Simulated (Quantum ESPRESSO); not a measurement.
**Computed NMR tensors in SnO$_{2}$**

```yaml
crystal:
  lattice:
    - [4.73800, 0.00000, 0.00000]
    - [0.00000, 4.73800, 0.00000]
    - [0.00000, 0.00000, 3.18650]
  atoms:
    - { symbol: Sn, position: [0.00000, 0.00000, 0.00000] }
    - { symbol: Sn, position: [0.50000, 0.50000, 0.50000] }
    - { symbol: O, position: [0.30549, 0.30549, 0.00000] }
    - { symbol: O, position: [0.19451, 0.80549, 0.50000] }
    - { symbol: O, position: [0.69451, 0.69451, 0.00000] }
    - { symbol: O, position: [0.80549, 0.19451, 0.50000] }
```
The cell was made here from an entry of the Crystallography Open Database (unchecked): atoms relaxed with PBE in the measured cell (PBE without dispersion, pw.x of a modified build of Quantum ESPRESSO, symmetry kept).  Stability against distortions was not tested.

Shieldings are absolute and leave out the bulk-susceptibility term; a larger σ means a smaller chemical shift. In our sweeps, cutoffs and meshes of this size left a few ppm, and up to some 20 ppm on atoms from Zn on. No spin–orbit coupling; Sn is the heaviest element present. The structure is static (0 K, no zero-point motion).

Ω = σ33 − σ11 of the symmetric part; where symmetry doesn't make it nil, it is less certain than σ_iso.

### Question
What do the calculations give at each independent site (shieldings by GIPAW with PBE in Quantum ESPRESSO, on JTH PAW datasets, 22.5 Ha, k-mesh 6×6×8 shifted, f-sum rule met within 0.008 %)?

### Answer
```csv
site,site symmetry,σ_iso (ppm),span Ω (ppm)
"Sn (atoms 1, 2)",mmm,2990,122
"O (atoms 3, 4, 5, 6)",m2m,118,95
```
